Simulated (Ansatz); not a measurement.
## Fields on a plane of GaSe (beta-GaS type, space group P6_3/mmc)

```xyz
8
Lattice="3.7694 0.0000 0.0000 -1.8847 3.2644 0.0000 0.0000 0.0000 15.9642" Properties=species:S:1:pos:R:3 pbc="T T T"
Ga     0.0000     2.1763     2.7693
Ga     1.8847     1.0881    10.7513
Ga     1.8847     1.0881    13.1949
Ga     0.0000     2.1763     5.2128
Se     0.0000     2.1763     9.5730
Se     1.8847     1.0881     1.5909
Se     1.8847     1.0881     6.3912
Se     0.0000     2.1763    14.3733
```

The slice is a (0001) plane (indices of the conventional cell) through the point (0.333, 0.667, 0.600) (fractional), spanned by u = [110] and v = [1 -1 0] in vectors of this cell: u (3.77 Å) and v (6.53 Å, at 90° to u). It covers one period; positions are fractions (u, v).

Atoms on it: Se at (0.00, 0.00); Se at (0.50, 0.50).

Calculation: PBE-D3(BJ) (plane waves to 420 eV, PAW, scalar-relativistic; Ansatz, a quantum-chemistry and plane-wave program). k mesh 10×10×2. These are valence fields of a PAW run, semicore shells included where kept as valence: close to a nucleus they are smooth pseudo fields. GaSe was relaxed with its symmetry unable to fall. The PAW data are Ansatz's earlier set.

```
v \ u  0.00  0.11  0.22  0.33  0.44  0.56  0.67  0.78  0.89
-----  ----  ----  ----  ----  ----  ----  ----  ----  ----
0.88   0.74  0.76  0.73  0.45  0.21  0.21  0.45  0.73  0.76
0.75   0.17  0.13  0.12  0.21  0.31  0.31  0.21  0.12  0.13
0.62   0.03  0.13  0.53  0.74  0.79  0.79  0.74  0.53  0.13
0.50   0.13  0.40  0.75  0.68     x     x  0.68  0.75  0.40
0.38   0.19  0.29  0.63  0.77  0.75  0.75  0.77  0.63  0.29
0.25   0.32  0.27  0.15  0.11  0.16  0.16  0.11  0.15  0.27
0.12   0.79  0.77  0.66  0.32  0.05  0.05  0.32  0.66  0.77
0.00      x     x  0.77  0.64  0.19  0.19  0.64  0.77     x
```

Values: electron localisation function (ELF). Points within 0.5 Å of a nucleus are blanked (x), as the pseudised field means little there.

```
|xxxxxxxxxx005566777777665500xxxxxxxx|
|xxxxxxxxxx115566666666665511xxxxxxxx|
|xxxxxxxx0033555555555555553300xxxxxx|
|xxxxxx00335555554433445555553300xxxx|
|000011445566554433333344556655441100|
|445566667766554433333344556677666655|
|777788888877665544444455667788888877|
|999999998877776655555566777788999999|
|999999998888776655555566778888999999|
|999999998877665544334455667788999999|
|999999998866441100000011446688999999|
|99999988663300xxxxxxxxxx003366889999|
|999988774400xxxxxxxxxxxxxx0044778899|
|9999886622xxxxxxxxxxxxxxxxxx22668899|
|8888775500xxxxxxxxxxxxxxxxxx00557788|
|8888775500xxxxxxxxxxxxxxxxxx00557788|
|7777665500xxxxxxxxxxxxxxxxxx00556677|
|6666665511xxxxxxxxxxxxxxxxxx11556666|
|555555553300xxxxxxxxxxxxxx0033555555|
|33445555553300xxxxxxxxxx003355555544|
|333344556655441100000011445566554433|
|333344556677666655445566667766554433|
|444455667788888877777788888877665544|
|555566777788999999999999998877776655|
|555566778888999999999999998888776655|
|334455667788999999999999998877665544|
|000011446688999999999999998866441100|
|xxxxxx00336688999999999988663300xxxx|
|xxxxxxxx0044778899999988774400xxxxxx|
|xxxxxxxxxx226688999999886622xxxxxxxx|
|xxxxxxxxxx005577888888775500xxxxxxxx|
|xxxxxxxxxx005577888888775500xxxxxxxx|
```
Scale: ten equal steps from -5.00 (start of '0') to 3.88 (end of '9'), in the order '0123456789'. Values: electrostatic potential energy of an electron, from the cell's mean, in eV. The map has 18 points along u (two characters each, u = 0 at the left) and 32 along v (v = 0 in the bottom row). Points within 1 Å of a nucleus are blanked (x), as the pseudised field means little there. Values under -5 eV are set to -5. The zero, the cell's mean, hangs on the PAW cores.
